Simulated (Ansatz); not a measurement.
CaF2:
```
CELL_PARAMETERS angstrom
      3.63939     0.00000     0.00000
     -1.81969     3.15180     0.00000
      0.00000     0.00000     7.22940
ATOMIC_POSITIONS crystal
  Ca 0.33333 0.66667 0.25000
  Ca 0.66667 0.33333 0.75000
  F  0.33333 0.66667 0.59212
  F  0.66667 0.33333 0.09212
  F  0.66667 0.33333 0.40788
  F  0.33333 0.66667 0.90788
```

Relaxed with r²SCAN.

**Question.** Map the valence electron density (e/Å³), cut off at 3 on the plane through (0.333, 0.667, 0.250) spanned by u = [0, 0, 1] and v = [1, -1, 0] in lattice vectors, from DFT-r²SCAN in the program Ansatz with PAW potentials.

**Answer.** x is the fraction of u, y of v (the angle between them is 90°; rows are the nearest grid lines); atoms in the plane: Ca at (0.00, 0.00), Ca at (0.50, 0.33), F at (0.34, 0.00), F at (0.84, 0.33), F at (0.16, 0.33), F at (0.66, 0.00).
```
|9999310014999999310139999994100139999|
|9997310014999997210127999994100137999|
|9852100001257642100012467521000012589|
|3321000000112211000001122110000001233|
|0000000000000000000000000000000000000|
|0000000000000000000000000000000000000|
|0000000000000000000000000000000000000|
|0000000000000000000000000000000000000|
|0000000000000000000000000000000000000|
|0000000000000000000000000000000000000|
|0000000000000000000000000000000000000|
|0000000000000000000000000000000000000|
|0000111100000000122210000000011110000|
|0001344321000002467642000001234431000|
|0013899942000014899984100002499983100|
|0139999994100138999998310014999999310|
|0128999994100138999998310014999998210|
|0013699731000013799973100001379963100|
|0001233210000001345431000000123321000|
|0000111000000000111110000000001110000|
|3321000000112211000001122110000001233|
|9852100001257642100012467521000012589|
|9997310014999997210127999994100137999|
|9999310014999999310139999994100139999|
```
Scale: ten equal steps from 0.009 (start of '0') to 3.00 (end of '9'), in the order '0123456789'; x runs from 0.000 to 1.00, y from 0.000 (bottom) to 1.00 (top).

The density is the valence pseudo-density with augmentation charge, so density and ELF within about 1 Å of a nucleus are not all-electron values.

Space group P6_3/mmc. The start of the workflow was typed in or built on a structure type; neither database checked (COD, Materials Project) lists it. It is not the phase usual at ambient conditions (space group No. 225). Symmetry was held in the r²SCAN relaxation; its stability against distortions is not shown here.

Potentials: the earlier of the program's two PAW sets.
